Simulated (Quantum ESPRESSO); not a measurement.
Different elements on one site among Ag Mo Pd Ti

Calculated results; nothing here was measured. They come from Quantum ESPRESSO 7.5, a public plane-wave density functional program. Each row is one single-point run on a made-up periodic cell of eight metal atoms, with elements, volume, strain and displacements drawn at random and not relaxed, so a cell may be unstable or far from any real phase. There is no spin polarisation or spin-orbit coupling.

Settings: PBE unless stated; PseudoDojo standard norm-conserving files; Fermi-Dirac width 0.25 eV, which means electrons at about 2900 K; cutoff 1143 eV; 8 x 6 x 2 k mesh shifted half a step off Gamma. E is the free energy of the whole cell (internal energy minus TS), so a -TS column is already part of it. Stress is positive in tension, and the pressure P is minus a third of its trace.

Checks: one run of this series was repeated at a higher cutoff and on a denser mesh, which moved values by no more than 0.003 eV, 0.02 GPa and 0.003 eV/Å, and a second program with other atomic files agreed on it to 2 % rms in force and 0.5 GPa in pressure. Known limits: heavy elements are run without spin-orbit coupling, which real alloys of them have; a spin test at this wide smearing found no moment, but such smearing suppresses magnetism that the real alloy may have.

The lattice is face-centred cubic, and the cell vectors in Å are (0.000, 2.061, 2.061); (-4.122, 0.000, 0.000); (0.000, -8.243, 8.243), a volume of 140.03 Å³. The elements on sites 1 to 8 are Ti Pd Ti Mo Ag Ti Ti X. The runs change X and keep the cell and the displaced positions. The column v is a rough volume for each atom of the pure element, close to PBE values, from general knowledge and not from these runs. Energies are left out, as each element's file has its own zero.

| run | X | v (Å³) | -TS (eV) | force on X (eV/Å) | rms force (eV/Å) | P (GPa) |
|---|---|---|---|---|---|---|
| 1 | Al | 16.5 | -1.940 | 1.528 | 0.715 | -3.96 |
| 2 | Ga | 19.0 | ? | ? | ? | ? |
| 3 | W | 16.1 | -2.217 | 1.333 | 0.686 | -2.21 |
| 4 | Pd | 15.3 | -2.111 | 1.262 | 0.753 | -4.45 |
| 5 | Hf | 22.5 | -2.184 | 2.075 | 0.925 | 4.80 |

## Worked fit

A straight line through the runs shown gives P = -23.7 + 1.265 v GPa with v in Å³, an error of 0.197 on the slope and a scatter of 1.13 GPa. At this fixed volume the pressure tends to rise with the size of X.

## Withheld run

Question: what pressure should run 2, with Ga, give?

The fit gives 0.33 ± 1.29 GPa. The calculation gave -4.25 GPa. This run lies off the fit by more than twice that error, so something that the fit leaves out matters here.
